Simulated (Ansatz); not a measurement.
The following input was run with Ansatz 0.2.0.

```yaml
crystal:
  lattice:
    - [4.6410736403, 0.0, 0.0]
    - [-2.3205368201, 4.0192876733, 0.0]
    - [0.0, 0.0, 15.1053713576]
  atoms:
    - { symbol: Ti, position: [0.0, 0.0, 0.9083733232], spin: -0.11 }
    - { symbol: Ti, position: [0.0, 0.0, 0.0916266768], spin: -0.11 }
    - { symbol: Ti, position: [0.0, 0.0, 0.4083733232], spin: -0.11 }
    - { symbol: Ti, position: [0.0, 0.0, 0.5916266768], spin: -0.11 }
    - { symbol: Ti, position: [0.6666666667, 0.3333333333, 0.1557868231], spin: -0.12 }
    - { symbol: Ti, position: [0.3333333333, 0.6666666667, 0.8442131769], spin: -0.12 }
    - { symbol: Ti, position: [0.3333333333, 0.6666666667, 0.6557868231], spin: -0.12 }
    - { symbol: Ti, position: [0.6666666667, 0.3333333333, 0.3442131769], spin: -0.12 }
    - { symbol: Co, position: [0.6666666667, 0.3333333333, 0.8736315985], spin: 0.41 }
    - { symbol: Co, position: [0.3333333333, 0.6666666667, 0.1263684015], spin: 0.41 }
    - { symbol: Co, position: [0.3333333333, 0.6666666667, 0.3736315985], spin: 0.41 }
    - { symbol: Co, position: [0.6666666667, 0.3333333333, 0.6263684015], spin: 0.41 }
    - { symbol: Co, position: [0.5, 0.0, 0.0], spin: 0.28 }
    - { symbol: Co, position: [0.0, 0.5, 0.0], spin: 0.28 }
    - { symbol: Co, position: [0.5, 0.5, 0.0], spin: 0.28 }
    - { symbol: Co, position: [0.5, 0.0, 0.5], spin: 0.28 }
    - { symbol: Co, position: [0.0, 0.5, 0.5], spin: 0.28 }
    - { symbol: Co, position: [0.5, 0.5, 0.5], spin: 0.28 }
    - { symbol: Co, position: [0.836840525, 0.67368105, 0.75], spin: 0.4 }
    - { symbol: Co, position: [0.32631895, 0.163159475, 0.75], spin: 0.4 }
    - { symbol: Co, position: [0.836840525, 0.163159475, 0.75], spin: 0.4 }
    - { symbol: Co, position: [0.163159475, 0.32631895, 0.25], spin: 0.4 }
    - { symbol: Co, position: [0.67368105, 0.836840525, 0.25], spin: 0.4 }
    - { symbol: Co, position: [0.163159475, 0.836840525, 0.25], spin: 0.4 }
basis:
  ecutwfc: 420
kpoints:
  mp_grid: { grid: [12, 12, 4] }
  band_path:
    path:
      - [[0.0, 0.0, 0.0], [0.5, 0.0, 0.0], [0.33333333, 0.33333333, 0.0], [0.0, 0.0, 0.0], [0.0, 0.0, 0.5], [0.5, 0.0, 0.5], [0.33333333, 0.33333333, 0.5], [0.0, 0.0, 0.5]]
      - [[0.5, 0.0, 0.5], [0.5, 0.0, 0.0]]
      - [[0.33333333, 0.33333333, 0.5], [0.33333333, 0.33333333, 0.0]]
    npoints: 10
hamiltonian:
  xc: pbesol
scf:
  occupations: { method: gaussian, width: 0.1 }
  n_extra_bands: 60
output:
  forces: true
  stress: true
  eigenvalues: true
  populations: true
  dos: { projected: true, de: 0.02, nscf_kmesh: { grid: [18, 18, 6] } }
  bader: false
magnetization:
  spin_polarized: true
checkpoint:
  read: start.run
  write: ck
  compress: false
  write_wavefunctions: false
  write_every: 100000
```

Command:
```bash
ansatz run input.yaml --threads 4 --pin off --max-ram 10240MiB --backend cpu --events-out ev --progress --plain --runs-dir out
```

All numbers below come from DFT PBEsol, scalar-relativistic, plane waves, PAW (Ansatz).

Part of what the program printed, abridged (iterations and final results):

```
SCF iter   1: F=—  HF=-101287.586201 eV  |F-HF|=—  |Δ(HF+E_count)|=         —  Δρ=3.04e-7 (↑3.04e-7 ↓3.04e-7) dr2=9.74e-10  dr2_m=1.25e-11  M=4.031 μB ∫|m|=6.511 μB  β_m=0.30  ethr=3.33e-8  ⟨swp⟩=4.0  Hψ=172262  notcnv=0
spin=Collinear: Kerker preconditioning applied to the charge; magnetization (m = ρ↑ − ρ↓) channel mixes plain (no charge-response kernel on spin).
SCF iter   2: F=—  HF=-101287.586977 eV  |F-HF|=—  |Δ(HF+E_count)|=   7.76e-4  Δρ=3.39e-7 (↑2.21e-7 ↓3.39e-7) dr2=8.96e-10  dr2_m=1.38e-11  M=4.031 μB ∫|m|=6.511 μB  β_m=0.26  ethr=1.00e-12  ⟨swp⟩=7.0  Hψ=103109  notcnv=0
SCF iter   3: F=-101287.586977 eV  HF=-101287.586977 eV  |F-HF|=3.06e-10  |Δ(HF+E_count)|=  5.82e-11  Δρ=2.17e-7 (↑2.17e-7 ↓1.48e-7) dr2=3.61e-10  dr2_m=7.21e-12  M=4.031 μB ∫|m|=6.511 μB  ethr=1.00e-12  ⟨swp⟩=1.0  Hψ=56495  notcnv=0
SCF 1 converged in 3 iterations: F = -101287.586977 eV  dr2 = 3.61e-10
SCF converged after 3 iterations
Magnetization: 4.0307 μB (186.0154 up, 181.9846 down)
Absolute magnetization: 6.5115 μB (∫|ρ↑−ρ↓|, with the PAW one-centre terms)
Spin contamination: 0.2850 ħ² per cell (⟨S²⟩ above its minimum at these occupations)
Per-site moments (μB) at R_I (Å): [(-0.10213396, 1.11455174), (-0.10213396, 1.11455174), (-0.10213396, 1.11455174), (-0.10213396, 1.11455174), (-0.10801232, 1.11699925), (-0.10801232, 1.11699925), (-0.10801232, 1.11699925), (-0.10801232, 1.11699925), (0.37180627, 0.95490521), (0.37180627, 0.95490521), (0.37180627, 0.95490521), (0.37180627, 0.95490521), (0.25451591, 0.95722143), (0.25451591, 0.95722143), (0.25451591, 0.95722143), (0.25451591, 0.95722143), (0.25451591, 0.95722143), (0.25451591, 0.95722143), (0.36801464, 0.93707848), (0.36801464, 0.93707848), (0.36801464, 0.93707848), (0.36801464, 0.93707848), (0.36801464, 0.93707848), (0.36801464, 0.93707848)]
Free energy (F): -101287.586977 eV
Harris-Foulkes:  -101287.586977 eV  (|F-HF|=3.06e-10)
Internal energy: -101287.429950 eV  (E = F + TS)
E sigma→0 (E₀):  -101287.508464 eV
Entropy (-TS):   -0.157027 eV (-6.543 meV/atom)
Fermi energy:    18.258070 eV
--- Per-component energies (eV) ---
  E_band       = -4834.486917
  E_kinetic    = 9520.744287
  E_local      = -55673.345888  (includes V_loc(G=0)·N_el)
  E_nonlocal   = 7312.453090
  E_hartree    = 23716.759771
  E_xc         = -3330.036479
  E_vxc        = -4287.481181  (∫ρ·V_xc dr)
  E_paw        = -31884.426410  (= ΣΔE_a)
  E_vpaw       = -9140.378062  (= ΣTr[D̂ρ^β])
  E_aug_tail   = 0.002051  (compensation charges beyond the density's cutoff)
  E_ewald      = -50953.710156
  E_core_change = 4.129782  (= ΣΔE_core)
  E_smearing   = -0.157027  (= −TS)
--- Forces (eV/Å), atoms counted from 1 ---
  atom   1  Ti     0.00000000     0.00000000    -0.00189175
  atom   2  Ti     0.00000000     0.00000000     0.00189175
  atom   3  Ti     0.00000000     0.00000000    -0.00189175
  atom   4  Ti     0.00000000     0.00000000     0.00189175
  atom   5  Ti     0.00000000     0.00000000     0.00094607
  atom   6  Ti     0.00000000     0.00000000    -0.00094607
  atom   7  Ti     0.00000000     0.00000000     0.00094607
  atom   8  Ti     0.00000000     0.00000000    -0.00094607
  atom   9  Co     0.00000000     0.00000000     0.00208197
  atom  10  Co     0.00000000     0.00000000    -0.00208197
  atom  11  Co     0.00000000     0.00000000     0.00208197
  atom  12  Co     0.00000000     0.00000000    -0.00208197
  atom  13  Co     0.00000000     0.00000000     0.00000000
  atom  14  Co     0.00000000     0.00000000     0.00000000
  atom  15  Co     0.00000000     0.00000000     0.00000000
  atom  16  Co     0.00000000     0.00000000     0.00000000
  atom  17  Co     0.00000000     0.00000000     0.00000000
  atom  18  Co     0.00000000     0.00000000     0.00000000
  atom  19  Co     0.00000000    -0.00183796     0.00000000
  atom  20  Co     0.00159172     0.00091898     0.00000000
  atom  21  Co    -0.00159172     0.00091898     0.00000000
  atom  22  Co     0.00000000     0.00183796     0.00000000
  atom  23  Co    -0.00159172    -0.00091898     0.00000000
  atom  24  Co     0.00159172    -0.00091898     0.00000000
--- Stress (GPa, compression-positive) ---
        0.002368       0.000000       0.000000
        0.000000       0.002368       0.000000
        0.000000       0.000000      -0.004686
  P = ⅓ Tr σ = 0.0000 GPa (0.000 kbar)
--- Band table (eV; the first three rows and the last of 114) ---
  k-point 0 ↑: bands = ["-76.7895", "-76.7879", "-76.7510", "-76.7434", "-76.7322", "-76.7255", "-76.7007", "-76.7007", "-76.7007", "-76.7007", "-76.6574", "-76.6567", "-76.5978", "-76.5978", "-76.5978", "-76.5978", "-40.5820", "-40.5597", "-40.5085", "-40.4481", "-40.3703", "-40.3028", "-40.2511", "-40.2511", "-40.2471", "-40.2471", "-40.2345", "-40.2192", "-40.2156", "-40.2156", "-40.1815", "-40.1815", "-40.1812", "-40.1812", "-40.1401", "-40.1401", "-40.1029", "-40.0972", "-40.0972", "-40.0924", "-40.0924", "-40.0735", "-40.0453", "-40.0453", "-40.0180", "-40.0180", "-39.9909", "-39.9909", "-39.9860", "-39.9860", "-39.9734", "-39.9594", "-39.9594", "-39.9579", "-39.9482", "-39.9482", "-39 ...
  k-point 1 ↑: bands = ["-76.7893", "-76.7882", "-76.7501", "-76.7449", "-76.7308", "-76.7263", "-76.7007", "-76.7007", "-76.7007", "-76.7007", "-76.6573", "-76.6568", "-76.5978", "-76.5978", "-76.5978", "-76.5978", "-40.5797", "-40.5647", "-40.4997", "-40.4590", "-40.3584", "-40.3126", "-40.2506", "-40.2506", "-40.2479", "-40.2479", "-40.2307", "-40.2205", "-40.2128", "-40.2128", "-40.1944", "-40.1944", "-40.1673", "-40.1673", "-40.1439", "-40.1439", "-40.0988", "-40.0968", "-40.0968", "-40.0936", "-40.0936", "-40.0781", "-40.0411", "-40.0411", "-40.0222", "-40.0222", "-39.9896", "-39.9896", "-39.9864", "-39.9864", "-39.9707", "-39.9598", "-39.9594", "-39.9594", "-39.9472", "-39.9472", "-39 ...
  k-point 2 ↑: bands = ["-76.7887", "-76.7887", "-76.7478", "-76.7478", "-76.7283", "-76.7283", "-76.7007", "-76.7007", "-76.7007", "-76.7007", "-76.6570", "-76.6570", "-76.5978", "-76.5978", "-76.5978", "-76.5978", "-40.5733", "-40.5733", "-40.4802", "-40.4802", "-40.3347", "-40.3347", "-40.2494", "-40.2494", "-40.2494", "-40.2494", "-40.2246", "-40.2246", "-40.2053", "-40.2053", "-40.2053", "-40.2053", "-40.1539", "-40.1539", "-40.1539", "-40.1539", "-40.0956", "-40.0956", "-40.0956", "-40.0956", "-40.0887", "-40.0887", "-40.0315", "-40.0315", "-40.0315", "-40.0315", "-39.9876", "-39.9876", "-39.9876", "-39.9876", "-39.9648", "-39.9648", "-39.9594", "-39.9594", "-39.9448", "-39.9448", "-39 ...
  k-point 56 ↓: bands = ["-76.3401", "-76.3401", "-76.3365", "-76.3365", "-76.3107", "-76.3107", "-76.3031", "-76.3031", "-76.2938", "-76.2938", "-76.2893", "-76.2893", "-76.2608", "-76.2608", "-76.2594", "-76.2594", "-40.0176", "-40.0176", "-40.0087", "-40.0087", "-39.9173", "-39.9173", "-39.8889", "-39.8889", "-39.8564", "-39.8564", "-39.8045", "-39.8045", "-39.7781", "-39.7781", "-39.7694", "-39.7694", "-39.7487", "-39.7487", "-39.7472", "-39.7472", "-39.7356", "-39.7356", "-39.7352", "-39.7352", "-39.6772", "-39.6772", "-39.6640", "-39.6640", "-39.6566", "-39.6566", "-39.6555", "-39.6555", "-39.6550", "-39.6550", "-39.6349", "-39.6349", "-39.6112", "-39.6112", "-39.6111", "-39.6111", "-3 ...
--- Löwdin populations: 24 sites ---
  site symbol q [e]    m [muB]
     0     Ti     11.7956    -0.1250
     1     Ti     11.7956    -0.1250
     2     Ti     11.7956    -0.1250
     3     Ti     11.7956    -0.1250
     4     Ti     11.7734    -0.1349
     5     Ti     11.7734    -0.1349
     6     Ti     11.7734    -0.1349
     7     Ti     11.7734    -0.1349
     8     Co     16.8225     0.3705
     9     Co     16.8225     0.3705
    10     Co     16.8225     0.3705
    11     Co     16.8225     0.3705
    12     Co     16.8373     0.2522
    13     Co     16.8373     0.2522
    14     Co     16.8373     0.2522
    15     Co     16.8373     0.2522
    16     Co     16.8373     0.2522
    17     Co     16.8373     0.2522
    18     Co     16.8470     0.3723
    19     Co     16.8470     0.3723
    20     Co     16.8470     0.3723
    21     Co     16.8470     0.3723
    22     Co     16.8470     0.3723
    23     Co     16.8470     0.3723
  spilling = 0.011761 (of n_electrons = 368.000000)
```

The run converged.

Time: 8.8 min on 4 threads of Intel(R) Xeon(R) Platinum 8375C CPU @ 2.90GHz (Ice Lake) (shared host), peak memory 8.2 GiB.

The run starts from the saved density of an earlier one, so iterations and time are fewer than from atoms.